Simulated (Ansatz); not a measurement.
## Elastic constants of Ti at 11 GPa (stress–strain coefficients): input and output

Method: DFT LDA, scalar-relativistic, plane waves, PAW in Ansatz 0.2.0.

Launched with:
```bash
ansatz run input.yaml --threads 1 --pin off --max-ram 3072MiB --backend cpu --events-out ev --progress --plain --runs-dir out
```

Input (bare energies are in eV):
```yaml
crystal:
  lattice:
    - [-1.544003143, 1.544003143, 1.544003143]
    - [1.544003143, -1.544003143, 1.544003143]
    - [1.544003143, 1.544003143, -1.544003143]
  atoms:
    - { symbol: Ti, position: [0.0, 0.0, 0.0] }
basis:
  ecutwfc: 420
kpoints:
  mp_grid: { grid: [20, 20, 20] }
hamiltonian:
  xc: lda
scf:
  occupations: { method: fermi_dirac, width: 0.15 }
output:
  forces: true
  stress: true
  eigenvalues: true
elastic:
  mode: relaxed_ion
  amplitude: 0.005
```

From the output:
```
--- Elastic constants: 2 strain directions × 4 members + reference (group order 48) ---
  dense FFT box of the reference and of every strained cell: 18×18×18
  strains applied: 11, 23; error gains: componentwise 1.00 (the most a stress slope's error grows in a printed constant), spectral 1.73 (1 for all six strains in a standard setting)
  C = ∂σ_k/∂η_j (tension-positive GPa; Voigt order 11 22 33 23 13 12):
       142.775    154.566    154.566     -0.000      0.000      0.000
       154.566    142.775    154.566     -0.000      0.000      0.000
       154.566    154.566    142.775     -0.000      0.000      0.000
        -0.000     -0.000      0.000     31.044      0.000     -0.000
         0.000     -0.000     -0.000     -0.000     31.044     -0.000
         0.000     -0.000      0.000     -0.000      0.000     31.044
  reference stress σ⁰ (GPa):    -11.000    -11.000    -11.000      0.000     -0.000      0.000
  C* (energy form; C + prestress term) asymmetry max|C*_kj − C*_jk| = 2.895e-16 GPa — a small one proves nothing (zero by symmetry where the batch's group is 432, −43m or m−3m); a large one is finite-difference/SCF noise where every solve ...
  moduli (Voigt/Reuss/Hill, GPa): K = 150.64/150.64/150.64   G = 16.27/-20.61/-2.17   E = -6.54   ν = 0.507
  mechanically stable: NO (min eigenvalue of sym C = -11.79 GPa)
  strain η (Voigt 11):  stress-route row diagonal C_11 = 142.78 GPa, energy-path curvature d²(F+E_count+ΔE)/dδ²/Ω₀ = 142.76 GPa
    cells at ±δ against ±2δ: C31 154.59 and 154.65 GPa, apart by 0.04 % of the column's largest entry
         δ    σ_11 (GPa) F (eV) n_scf n_hpsi n_pw
    -1.000e-2     -12.4556       -2450.2362771       7  121478    321   relax 0 steps, max|allowed force component| 0.00e0 eV/Å
    -5.000e-3     -11.7209       -2450.2418313       3   96633    321   relax 0 steps, max|allowed force component| 0.00e0 eV/Å
     5.000e-3     -10.2932       -2450.2519427       4   99285    321   relax 0 steps, max|allowed force component| 0.00e0 eV/Å
     1.000e-2      -9.6004       -2450.2565124       6  104029    321   relax 0 steps, max|allowed force component| 0.00e0 eV/Å
  strain η (Voigt 23):  stress-route row diagonal C_44 = 31.04 GPa, energy-path curvature d²(F+E_count+ΔE)/dδ²/Ω₀ = 36.58 GPa
    cells at ±δ against ±2δ: C44 31.04 and 31.01 GPa, apart by 0.08 % of the column's largest entry
         δ    σ_23 (GPa) F (eV) n_scf n_hpsi n_pw
    -1.000e-2      -0.3101       -2450.2468829       7  223122    321   relax 0 steps, max|allowed force component| 0.00e0 eV/Å
    -5.000e-3      -0.1552       -2450.2470086       4  179577    321   relax 0 steps, max|allowed force component| 0.00e0 eV/Å
     5.000e-3       0.1552       -2450.2470086       4  177986    321   relax 0 steps, max|allowed force component| 0.00e0 eV/Å
     1.000e-2       0.3101       -2450.2468829       6  196755    321   relax 0 steps, max|allowed force component| 0.00e0 eV/Å
```

The run took 27 s on 1 thread of AMD EPYC 9R45 96-Core Processor (Zen 5) (shared host), peak memory 0.58 GiB.

In a metal, frequencies and elastic constants depend on the k mesh and the smearing, soft modes and shear constants most. Other phases may be more stable at this pressure.

As the tensor has a negative eigenvalue, the Reuss and Hill moduli of a polycrystal, and E and ν formed from them, have no physical meaning here.

The least eigenvalue is -11.8 GPa; in a metal on this mesh the verdict on stability isn't firm within about 20 GPa or a tenth of the bulk modulus.

This bcc form isn't the element's structure at ambient conditions.